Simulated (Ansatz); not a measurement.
Run on GaN (zincblende type): DFT, r2SCAN, PAW with Ansatz's default frozen-core files, scalar-relativistic (Ansatz 0.2.0). This run: bulk cell relaxed.

The start is a guessed cell of a prototype that needn't be stable.

Command: `ansatz run input.yaml --threads 2 --pin off --max-ram 4096MiB --backend cpu --events-out ev --progress --plain --runs-dir out` It took 12 s on 2 threads of Intel(R) Xeon(R) 6975P-C (Granite Rapids), with other jobs on the host, peak memory 0.42 GiB.

```yaml
crystal:
  lattice:
    - [0.0, 2.1670925389, 2.1670925389]
    - [2.1670925389, 0.0, 2.1670925389]
    - [2.1670925389, 2.1670925389, 0.0]
  atoms:
    - { symbol: Ga, position: [0.0, 0.0, 0.0] }
    - { symbol: "N", position: [0.25, 0.25, 0.25] }
kpoints:
  mp_grid: { grid: [13, 13, 13] }
scf:
  occupations: { method: fermi_dirac, width: 0.02 }
hamiltonian:
  xc: r2scan
  pseudopotentials: { kind: paw }
output:
  forces: true
  stress: true
relax:
  f_tol: 0.005
  max_steps: 40
  cell: {}
```

Output:

```
Engine: ansatz 0.2.0
Pseudopotentials: kind: paw
Pseudopotential: Ga, paw, valence charge 13, recommended cutoff 500 eV (meta_gga), Ga.paw.azcp
Pseudopotential: N, paw, valence charge 5, recommended cutoff 500 eV (meta_gga), N.paw.azcp
Functional definition: r2SCAN
  parameter k0 = 0.174
  parameter k1 = 0.065
  parameter a1 = 4.9479
  exchange = r2scan_x(k0 = k0, k1 = k1, a1 = a1)
  correlation = r2scan_c
Crystal: 2 atoms, lattice volume = 20.355 Å³
Basis set: ecut = 500 eV, 531 PW (Γ), exchange–correlation on 96×96×96 points (64 copies of the dense FFT grid, shifted against one another)
Bands: 13, of which v1, the nominal top of the filled ones, is band 9 counted from 1 (8 counted from 0)
Symmetry: 24 space group operations
Space group: F-43m (ITA 216), of the structure as read, at distance tolerance 2.7e-5 Å
k-points: 84 of 2197 (time reversal used)
Non-local potential: Ga, projectors of the file, l = 0: 2, l = 1: 2, l = 2: 3, l = 3: 1
Non-local potential: N, projectors of the file, l = 0: 2, l = 1: 2, l = 2: 1
PAW form: soft (Blöchl's): semilocal exchange-correlation on the pseudo side does not see the compensation charge
PAW frozen core: Ga, regenerated for the run's functional (the file was generated under x = pbe(κ = 0.804, μ = 0.2195149727645171), c = pbe(β = 0.06672455060314922))
PAW frozen core: N, regenerated for the run's functional (the file was generated under x = pbe(κ = 0.804, μ = 0.2195149727645171), c = pbe(β = 0.06672455060314922))
PAW one-centre angular grid: Ga, 590 points (default); XC on 160 Gauss nodes
PAW one-centre angular grid: N, 302 points (default); XC on 160 Gauss nodes
Initial density: superposition of atomic densities (neutral atoms: chi_scale 0, normalization atom), corrected by the library's trained network
Initial wavefunctions: pseudopotential atomic-orbital guess
Functional: x = r2scan, c = r2scan; τ floored in thin density (d = 2e-4 eV/Å³)
SCF iter   1: F=—  HF=-4176.142817 eV  |F-HF|=—  |Δ(HF+E_count)|=         —  Δρ=1.32e-2  dr2=1.47e-2  dr2_τ=1.36e-1  ethr=1.77e-3  ⟨swp⟩=4.9  Hψ=5734  notcnv=0
preconditioner: auto → none  [insulator: Δε(μ)=2.880 eV  Ē_g=20.875 eV  σ=0.020 eV  W_gap=1.00  n_scr=8 (ndim 8)  ℏωp=34.9 eV  f_vac=0.000  D(μ)=0.00/eV (n_scr^D=0)  ε∞_Penn≈3.8]
SCF iter   2: F=—  HF=-4176.185052 eV  |F-HF|=—  |Δ(HF+E_count)|=   4.22e-2  Δρ=4.84e-3  dr2=3.00e-3  dr2_τ=1.24e-4  ethr=8.14e-5  ⟨swp⟩=2.9  Hψ=3021  notcnv=0
SCF iter   3: F=—  HF=-4176.185039 eV  |F-HF|=—  |Δ(HF+E_count)|=   1.24e-5  Δρ=3.34e-3  dr2=7.12e-4  dr2_τ=5.94e-5  ethr=1.66e-5  ⟨swp⟩=2.0  Hψ=2100  notcnv=0
SCF iter   4: F=—  HF=-4176.185149 eV  |F-HF|=—  |Δ(HF+E_count)|=   1.10e-4  Δρ=1.19e-3  dr2=1.82e-4  dr2_τ=2.85e-5  ethr=3.96e-6  ⟨swp⟩=2.3  Hψ=1804  notcnv=0
SCF iter   5: F=—  HF=-4176.185134 eV  |F-HF|=—  |Δ(HF+E_count)|=   1.56e-5  Δρ=1.06e-4  dr2=1.75e-6  dr2_τ=3.07e-7  ethr=1.01e-6  ⟨swp⟩=2.4  Hψ=1618  notcnv=0
SCF iter   6: F=—  HF=-4176.185134 eV  |F-HF|=—  |Δ(HF+E_count)|=   3.67e-7  Δρ=1.06e-4  dr2=1.93e-6  dr2_τ=1.09e-7  ethr=9.71e-9  ⟨swp⟩=2.0  Hψ=1848  notcnv=0
SCF iter   7: F=—  HF=-4176.185134 eV  |F-HF|=—  |Δ(HF+E_count)|=   2.36e-7  Δρ=3.69e-5  dr2=2.48e-7  dr2_τ=5.87e-9  ethr=9.71e-9  ⟨swp⟩=1.9  Hψ=1403  notcnv=0
SCF iter   8: F=-4176.185134 eV  HF=-4176.185134 eV  |F-HF|=2.61e-9  |Δ(HF+E_count)|=   4.64e-8  Δρ=4.55e-6  dr2=4.10e-9  dr2_τ=7.87e-11  ethr=5.56e-10  ⟨swp⟩=4.0  Hψ=3473  notcnv=0
SCF 1 converged in 8 iterations: F = -4176.185134 eV  dr2 = 4.10e-9
  greatest PAW one-centre occupation: 0.995 electrons in one spin orbital (limit 2), on the Ga atom at site 0 (counted from 0), in its partial waves of l = 2
relax step   1: F+E_penalty+E_count = -4176.18513377 eV  Δ(F+E_penalty+E_count) = +0.000e0 eV  max|allowed force component| = 1.480e-16 eV/Å  Δτ_max = 0.0000 Å  P = +27.738 GPa  Ω = 20.355 Å³  (8 SCF iters, dr2 threshold 1.00e-7 eV, accepted)
Crystal: 2 atoms, lattice volume = 21.670 Å³
Basis set: ecut = 500 eV, 537 PW (Γ), exchange–correlation on 96×96×96 points (64 copies of the dense FFT grid, shifted against one another)
Initial density: handed on by an earlier stage of this run
Initial wavefunctions: those handed on with the density
iter 1 solved again at ethr=1.59e-4 eV; its pass at ethr=3.10e-3 eV (dr2=2.86e-2 eV) is discarded
SCF iter   1: F=—  HF=-4176.312019 eV  |F-HF|=—  |Δ(HF+E_count)|=         —  Δρ=1.08e-2  dr2=2.88e-2  dr2_τ=2.76e-2  ethr=1.59e-4  ⟨swp⟩=1.0  Hψ=7173  notcnv=0
automatic band count: iteration 1 solves 12 bands in place of 13: the levels show a gap, and the empty bands left out lie too high to hold charge; the band table lists the bands solved (type scf.n_extra_bands for more)
preconditioner: auto → none  [insulator: Δε(μ)=2.424 eV  Ē_g=19.113 eV  σ=0.020 eV  W_gap=1.00  n_scr=8 (ndim 8)  ℏωp=33.8 eV  f_vac=0.004  D(μ)=0.00/eV (n_scr^D=0)  ε∞_Penn≈4.1]
SCF iter   2: F=—  HF=-4176.337608 eV  |F-HF|=—  |Δ(HF+E_count)|=   2.56e-2  Δρ=2.66e-3  dr2=7.47e-4  dr2_τ=8.10e-4  ethr=1.59e-4  ⟨swp⟩=2.8  Hψ=2121  notcnv=0
SCF iter   3: F=—  HF=-4176.337829 eV  |F-HF|=—  |Δ(HF+E_count)|=   2.21e-4  Δρ=1.11e-3  dr2=1.84e-4  dr2_τ=1.25e-5  ethr=4.15e-6  ⟨swp⟩=2.1  Hψ=1857  notcnv=0
SCF iter   4: F=—  HF=-4176.337885 eV  |F-HF|=—  |Δ(HF+E_count)|=   5.58e-5  Δρ=4.69e-4  dr2=2.85e-5  dr2_τ=1.93e-6  ethr=1.02e-6  ⟨swp⟩=2.0  Hψ=1787  notcnv=0
SCF iter   5: F=—  HF=-4176.337879 eV  |F-HF|=—  |Δ(HF+E_count)|=   5.27e-6  Δρ=1.40e-4  dr2=3.31e-6  dr2_τ=2.31e-7  ethr=1.59e-7  ⟨swp⟩=2.2  Hψ=1611  notcnv=0
SCF iter   6: F=-4176.337879 eV  HF=-4176.337879 eV  |F-HF|=8.58e-9  |Δ(HF+E_count)|=   4.99e-7  Δρ=1.33e-5  dr2=1.60e-8  dr2_τ=2.78e-9  ethr=1.11e-9  ⟨swp⟩=3.9  Hψ=4620  notcnv=0
SCF 2 converged in 6 iterations: F = -4176.337879 eV  dr2 = 1.60e-8
relax step   2: F+E_penalty+E_count = -4176.33787890 eV  Δ(F+E_penalty+E_count) = -1.527e-1 eV  max|allowed force component| = 6.014e-17 eV/Å  Δτ_max = 0.0000 Å  P = +10.585 GPa  Ω = 21.670 Å³  energy of the carried Pulay correction = -9.561e-4 eV  (6 SCF iters, dr2 threshold 2.00e-7 eV, accepted)
Crystal: 2 atoms, lattice volume = 22.569 Å³
iter 1 solved again at ethr=5.84e-5 eV; its pass at ethr=3.10e-3 eV (dr2=1.05e-2 eV) is discarded
[... lines left out ...]
preconditioner: auto → none  [insulator: Δε(μ)=2.168 eV  Ē_g=18.776 eV  σ=0.020 eV  W_gap=1.00  n_scr=8 (ndim 8)  ℏωp=33.0 eV  f_vac=0.001  D(μ)=0.00/eV (n_scr^D=0)  ε∞_Penn≈4.1]
SCF iter   2: F=—  HF=-4176.373161 eV  |F-HF|=—  |Δ(HF+E_count)|=   5.11e-7  Δρ=1.03e-5  dr2=1.18e-8  dr2_τ=1.08e-8  ethr=2.26e-9  ⟨swp⟩=2.0  Hψ=1764  notcnv=0
SCF iter   3: F=-4176.373161 eV  HF=-4176.373161 eV  |F-HF|=4.13e-10  |Δ(HF+E_count)|=   5.05e-9  Δρ=4.31e-6  dr2=3.00e-9  dr2_τ=1.82e-10  ethr=3.95e-11  ⟨swp⟩=4.0  Hψ=3295  notcnv=0
SCF 6 converged in 3 iterations: F = -4176.373161 eV  dr2 = 3.00e-9
relax step   6: F+E_penalty+E_count = -4176.37316094 eV  Δ(F+E_penalty+E_count) = +2.722e-6 eV  max|allowed force component| = 7.517e-17 eV/Å  Δτ_max = 0.0000 Å  P = +0.001 GPa  Ω = 22.749 Å³  energy of the carried Pulay correction = -3.746e-6 eV  (3 SCF iters, dr2 threshold 7.11e-9 eV, accepted)
iter 1 solved again at ethr=1.66e-8 eV; its pass at ethr=3.10e-3 eV (dr2=2.99e-6 eV) is discarded
SCF iter   1: F=—  HF=-4176.373167 eV  |F-HF|=—  |Δ(HF+E_count)|=         —  Δρ=4.32e-6  dr2=2.97e-9  dr2_τ=3.05e-10  ethr=1.66e-8  ⟨swp⟩=3.0  Hψ=9023  notcnv=0
preconditioner: auto → none  [insulator: Δε(μ)=2.168 eV  Ē_g=19.802 eV  σ=0.020 eV  W_gap=1.00  n_scr=8 (ndim 8)  ℏωp=33.0 eV  f_vac=0.001  D(μ)=0.00/eV (n_scr^D=0)  ε∞_Penn≈3.8]
SCF iter   2: F=—  HF=-4176.373167 eV  |F-HF|=—  |Δ(HF+E_count)|=   2.67e-7  Δρ=2.60e-6  dr2=6.48e-10  dr2_τ=8.38e-11  ethr=1.65e-11  ⟨swp⟩=2.2  Hψ=1490  notcnv=0
SCF iter   3: F=—  HF=-4176.373167 eV  |F-HF|=—  |Δ(HF+E_count)|=  4.01e-10  Δρ=9.56e-7  dr2=2.51e-10  dr2_τ=3.80e-11  ethr=3.60e-12  ⟨swp⟩=2.1  Hψ=1417  notcnv=0
SCF iter   4: F=-4176.373167 eV  HF=-4176.373167 eV  |F-HF|=1.82e-12  |Δ(HF+E_count)|=  4.27e-11  Δρ=7.92e-8  dr2=9.43e-13  dr2_τ=1.13e-13  ethr=1.00e-12  ⟨swp⟩=3.8  Hψ=4880  notcnv=0
SCF 7 converged in 4 iterations: F = -4176.373167 eV  dr2 = 9.43e-13
relax step   7: F+E_penalty+E_count = -4176.37316689 eV  Δ(F+E_penalty+E_count) = -5.946e-6 eV  max|allowed force component| = 7.401e-17 eV/Å  Δτ_max = 0.0000 Å  P = +0.001 GPa  Ω = 22.749 Å³  stress off target by 9.58e-4 GPa  SCF on the basis re-selected at this cell (its energy is not comparable with the rows above)  (4 SCF iters)
basis re-selected at this cell: Δ(F+E_penalty+E_count) = -5.946e-6 eV, ΔP = -0.000 GPa vs the last step (what re-selecting the basis moved, of the pressure what is left beyond the Pulay correction that the steps carried, after the strain that the cell walked since its last selection, with what the two solves' SCF thresholds leave and, on support functions, any second-order correction that the steps lacked; it is no measure of the basis error at this ecutwfc). This SCF's stress stands 9.58e-4 GPa from its target on what of the cell is left free (relax.cell.stress_tol is 5.00e-2 GPa) and its largest allowed force component is 7.40e-17 eV/Å (relax.f_tol is 5.00e-3 eV/Å): within both
SCF converged after 4 iterations
Free energy (F): -4176.373167 eV
Harris-Foulkes:  -4176.373167 eV  (|F-HF|=1.82e-12)
Internal energy: -4176.373167 eV  (E = F + TS)
E sigma→0 (E₀):  -4176.373167 eV
Fermi energy:    10.564104 eV
--- Per-component energies (eV) ---
  E_band       = -15.031875
  E_kinetic    = 247.080968
  E_local      = -1948.480986  (includes V_loc(G=0)·N_el)
  E_nonlocal   = 476.372393
  E_hartree    = 898.974762
  E_xc         = -121.774772
  E_vxc        = -143.644064  (∫ρ·V_xc dr)
  E_paw        = -2137.213113  (= ΣΔE_a)
  E_vpaw       = -452.161409  (= ΣTr[D̂ρ^β])
  E_aug_tail   = -0.000022  (compensation charges beyond the density's cutoff)
  E_vtau       = 7.851717  (kinetic-family band-sum trace: ∫τ·v_τ [+ j·A + Jᵃ·Aᵃ] dr)
  E_ewald      = -1590.649762
  E_core_change = -0.682634  (= ΣΔE_core)
  E_smearing   = -0.000000  (= −TS)
  E_closure    = -0.000000  (closes the sum)
  Σ components = -4176.373167   (vs F -4176.373167, Δ=0.00e0)
--- Forces (eV/Å), atoms counted from 1 ---
  atom   1  Ga     0.00000000    -0.00000000    -0.00000000
  atom   2  N     -0.00000000     0.00000000     0.00000000
  max |Σ_I F_I| component: 3.82e-17 eV/Å
--- Stress (GPa, compression-positive) ---
        0.000958       0.000000       0.000000
       -0.000000       0.000958       0.000000
       -0.000000       0.000000       0.000958
  P = ⅓ Tr σ = 0.0010 GPa (0.010 kbar)
--- Relaxed structure (5 steps of the walk, 5 accepted, 2 SCFs on fresh bases) ---
  F+E_penalty+E_count = -4176.37316689 eV   max|allowed force component| = 7.401e-17 eV/Å   (the final SCF, on the basis selected at the relaxed cell)
  cell:  # Å, volume = 22.7493 Å³
    - [1.4129033044868751e-33, 2.248946134636748, 2.248946134636748]
    - [2.248946134636748, 1.9102273851633186e-33, 2.248946134636748]
    - [2.248946134636748, 2.248946134636748, 2.6617950140282188e-33]
  atoms:
    - { symbol: Ga, position: [-3.4808045711539197e-34, 1.9996111366203368e-34, 2.59208851043377e-34] }
    - { symbol: N, position: [0.25, 0.25, 0.25] }
```

Next run, as changes to the input before:

```diff
   lattice:
-    - [0.0, 2.1670925389, 2.1670925389]
-    - [2.1670925389, 0.0, 2.1670925389]
-    - [2.1670925389, 2.1670925389, 0.0]
+    - [3.1804901246, 0.0, 0.0]
+    - [0.0, 4.4978922693, 0.0]
+    - [0.0, 0.0, 19.1805]
   atoms:
-    - { symbol: Ga, position: [0.0, 0.0, 0.0] }
-    - { symbol: "N", position: [0.25, 0.25, 0.25] }
+    - { symbol: Ga, position: [0.25, 0.125, 0.4170905314] }
+    - { symbol: "N", position: [0.75, 0.875, 0.4170905314] }
+    - { symbol: Ga, position: [0.75, 0.625, 0.5] }
+    - { symbol: "N", position: [0.25, 0.375, 0.5] }
+    - { symbol: Ga, position: [0.25, 0.125, 0.5829094686] }
+    - { symbol: "N", position: [0.75, 0.875, 0.5829094686] }
 kpoints:
-  mp_grid: { grid: [13, 13, 13] }
+  mp_grid: { grid: [8, 6, 1] }
 scf:
   stress: true
-relax:
-  f_tol: 0.005
-  max_steps: 40
-  cell: {}
+  eigenvalues: true
+  populations: true
+efield:
+  axis: 3
+  amplitude: 0
+  dipole_correction: true
```

Results part of the output:

```
SCF 1 converged in 9 iterations: F = -12524.480299 eV  dr2 = 2.49e-8
  greatest PAW one-centre occupation: 0.995 electrons in one spin orbital (limit 2), on the Ga atom at site 0 (counted from 0), in its partial waves of l = 2
SCF converged after 9 iterations
Free energy (F): -12524.480299 eV
Harris-Foulkes:  -12524.480299 eV  (|F-HF|=1.04e-8)
Internal energy: -12524.480288 eV  (E = F + TS)
E sigma→0 (E₀):  -12524.480294 eV
Entropy (-TS):   -0.000011 eV (-0.002 meV/atom)
Fermi energy:    -1.165047 eV
Dipole field:    D = -0.000012 V/Å  (p = -0.000018 e·Å, saw-weighted, corrected)
Work function:   Φ+ = 4.8839 eV   Φ− = 4.8837 eV
Levels:          The Fermi level and band energies are counted from a zero that moves with the ramp; work functions are not
--- Per-component energies (eV) ---
  E_band       = -649.112560
  E_kinetic    = 728.151767
  E_local      = -39985.920289  (includes V_loc(G=0)·N_el)
  E_nonlocal   = 1426.005278
  E_hartree    = 19466.102819
  E_xc         = -359.871933
  E_vxc        = -424.289095  (∫ρ·V_xc dr)
  E_paw        = -6407.115699  (= ΣΔE_a)
  E_vpaw       = -1349.477232  (= ΣTr[D̂ρ^β])
  E_aug_tail   = -0.000068  (compensation charges beyond the density's cutoff)
  E_vtau       = 24.196410  (kinetic-family band-sum trace: ∫τ·v_τ [+ j·A + Jᵃ·Aᵃ] dr)
  E_efield     = 0.000000  (sawtooth field / dipole correction)
  E_vefield    = 0.000000  (∫n·V_field dr)
  E_ewald      = 12610.215740
  E_core_change = -2.047903  (= ΣΔE_core)
[... lines left out ...]
  Σ components = -12524.480299   (vs F -12524.480299, Δ=0.00e0)
--- Forces (eV/Å), atoms counted from 1 ---
  atom   1  Ga     0.00000000    -2.77984872     1.31277054
  atom   2  N      0.00000000     1.80973753    -1.03810275
  atom   3  Ga     0.00000000     0.87185486    -0.00001189
  atom   4  N      0.00000000     1.06828119     0.00001814
  atom   5  Ga     0.00000000    -2.77983942    -1.31279265
  atom   6  N      0.00000000     1.80975248     1.03809605
  max |Σ_I F_I| component: 6.21e-5 eV/Å
--- Stress (GPa, compression-positive) ---
       -2.417616       0.000000       0.000000
        0.000000      -4.044703       0.000010
        0.000000       0.000010      -0.510009
  P = ⅓ Tr σ = -2.3241 GPa (-23.241 kbar)
--- Band table (eV; the first three rows and the last of 20) ---
  k-point 0: bands = ["-18.2023", "-17.0618", "-16.9853", "-16.1101", "-16.0394", "-16.0209", "-16.0201", "-15.9371", "-15.9366", "-15.8532", "-15.7988", "-15.7781", "-15.7279", "-15.5128", "-15.4021", "-15.3700", "-14.4131", "-13.7718", "-7.5274", "-6.4992", "-4.7388", "-4.6512", "-3.9826", "-2.2479", "-2.1995", "-2.1725", "-1.7180", "-1.0213", "0.9870", "3.2162", "3.6998", "3.9384", "4.2646"]
  k-point 1: bands = ["-18.1668", "-17.0507", "-16.9875", "-16.1038", "-16.0378", "-16.0228", "-16.0143", "-15.9475", "-15.9355", "-15.8534", "-15.7997", "-15.7402", "-15.7067", "-15.5168", "-15.4016", "-15.3673", "-14.3629", "-13.9889", "-7.4290", "-6.9989", "-4.6811", "-4.1781", "-3.8706", "-2.7245", "-2.1839", "-1.9786", "-1.8572", "-0.3294", "0.8895", "3.3528", "3.7286", "4.1243", "4.2883"]
  k-point 2: bands = ["-18.0952", "-17.0259", "-16.9918", "-16.0909", "-16.0346", "-16.0268", "-16.0052", "-15.9601", "-15.9323", "-15.8538", "-15.8014", "-15.7641", "-15.5248", "-15.5015", "-15.3827", "-15.3621", "-14.5009", "-14.2590", "-7.6784", "-7.1640", "-4.9751", "-3.5839", "-3.5379", "-2.6940", "-2.1983", "-2.1524", "-1.6513", "0.2791", "0.8205", "3.4300", "4.0651", "4.5209", "4.6522"]
  k-point 19: bands = ["-17.8220", "-16.9962", "-16.9408", "-16.0788", "-16.0772", "-15.9913", "-15.9735", "-15.9546", "-15.9072", "-15.7906", "-15.6818", "-15.6577", "-15.5785", "-15.4423", "-15.3359", "-14.1265", "-13.9494", "-13.3816", "-8.2842", "-8.0863", "-7.0757", "-4.9001", "-4.5053", "-3.9308", "-3.7468", "-2.3214", "-1.3352", "-0.0263", "1.5403", "4.9664", "5.4339", "5.4707", "6.6222"]
--- Löwdin populations: 6 sites ---
  site symbol       q [e]
     0     Ga     12.1439
     1      N      5.7770
     2     Ga     12.1941
     3      N      5.7765
     4     Ga     12.1439
     5      N      5.7770
  spilling = 0.003474 (of n_electrons = 54.000000)
```

Next run (atoms relaxed), as changes to the input before:

```diff
   eigenvalues: true
-  populations: true
+  write_density: true
+  write_potential: true
+  elf: true
+  volumetric_format: npy
+relax:
+  f_tol: 0.01
+  max_steps: 40
 efield:
```

Results part of the output:

```
Warning: output.stress: scf.convergence.dr2_threshold = 1e-7 eV (the SCF's general default) is looser than the 6e-10 eV advised for a printed stress (1e-10 eV for each atom of the cell: 6). What an SCF threshold leaves in a stress goes as its square root, and in the free energy as the threshold itself, and one threshold admits the most on a small cell: of the crystals measured, under no hybrid fun
SCF 8 converged in 2 iterations: F = -12525.367838 eV  dr2 = 9.20e-9
WARN: The output density's exchange-correlation potential varies sharply where the density is thin. Do not read a vacuum level from v_tot or v_xc, or from such a field of the output density. On a cell that repeats whose density bears no net charge and no dipole along the vacuum's axis use v_es (v_loc + v_h of the components); under efield.dipole_correction with no amplitude use v_es + v_field, which holds any external_charges[].barrier, or the levels of the report's work_function block, which leave it out; under a non-zero efield.amplitude the vacuum is tilted and has no level; on a cell that repeats and bears such a dipole with no correction it is tilted too, and efield.dipole_correction with no amplitude gives each side of its ramp a level where efield: is served; in a cell that repeats whose density bears a net charge (total_charge, or a fill off its count) it is curved and has none; of a slab under crystal.periodic whose density bears no net charge use v_es, which has a level on each side, short of where the two are joined; of another it falls or rises all the way out and has none; of a slab beside external_charges read slab_vacuum_level instead, which it has where they leave it neutral. The grid or the basis barely resolves most such structure, and the values can differ between equally converged runs; as a rule a tighter scf.convergence.dr2_threshold does not remove it. Where the density itself ripples (under the LDA too) a higher basis.ecutwfc lessens it. The files hold the spikes' plane waves up to the density's cutoff. Files: v_tot_of_output_density and the like, and their columns of v_z.tsv (output.write_potential); v_xc_of_output_density and the like, and their columns of v_comp_z.tsv (output.write_potential_components). Measured: with its Gaussian average of σ = 0.25 Å subtracted twice, the exchange-correlation potential is over 0.1 eV at 479 of the grid points where the equally averaged density (valence and model cores) is under 1e-3 e/Å³, and 0.221 eV at the most among them, at an averaged density of 3.4e-9 e/Å³. The input density's (outcome.potential() and, of a run that writes arrays, v_tot and v_xc) is over 0.1 eV, so measured, at 4 points of its own thin density, 0.117 eV at the most. See output.write_potential in the manual, Limitations
SCF converged after 2 iterations
Free energy (F): -12525.367838 eV
Harris-Foulkes:  -12525.367838 eV  (|F-HF|=9.88e-9)
Internal energy: -12525.367838 eV  (E = F + TS)
E sigma→0 (E₀):  -12525.367838 eV
Fermi energy:    -1.104079 eV
Dipole field:    D = 0.000000 V/Å  (p = 0.000001 e·Å, saw-weighted, corrected)
[... lines left out ...]
  k-point 19: bands = ["-17.9841", "-17.5810", "-17.5009", "-16.3337", "-16.2584", "-16.2321", "-16.1762", "-16.1266", "-16.0999", "-15.9389", "-15.8962", "-15.8198", "-15.8166", "-15.7317", "-15.6542", "-14.3428", "-14.2725", "-13.7668", "-9.2794", "-8.4388", "-7.6325", "-4.9648", "-4.5009", "-4.4605", "-4.2831", "-2.7428", "-1.9213", "0.7415", "2.6222", "4.0377", "4.8132", "6.0938", "6.9864"]
--- Relaxed structure (7 steps of the walk, 7 accepted, 0 SCFs on fresh bases) ---
  F+E_penalty+E_count = -12525.36783782 eV   max|allowed force component| = 9.752e-3 eV/Å
  atoms:
    - { symbol: Ga, position: [0.25, 0.09268620721413534, 0.4253861888799208] }
    - { symbol: N, position: [0.75, 0.8910663671475101, 0.4152987300009981] }
    - { symbol: Ga, position: [0.75, 0.6379772450444884, 0.4999998985177933] }
    - { symbol: N, position: [0.25, 0.39451895932641157, 0.4999999544834633] }
    - { symbol: Ga, position: [0.25, 0.09268553349589843, 0.5746138628286143] }
    - { symbol: N, position: [0.75, 0.8910656877715567, 0.5847013652892099] }
```

The PAW files were made under PBE.
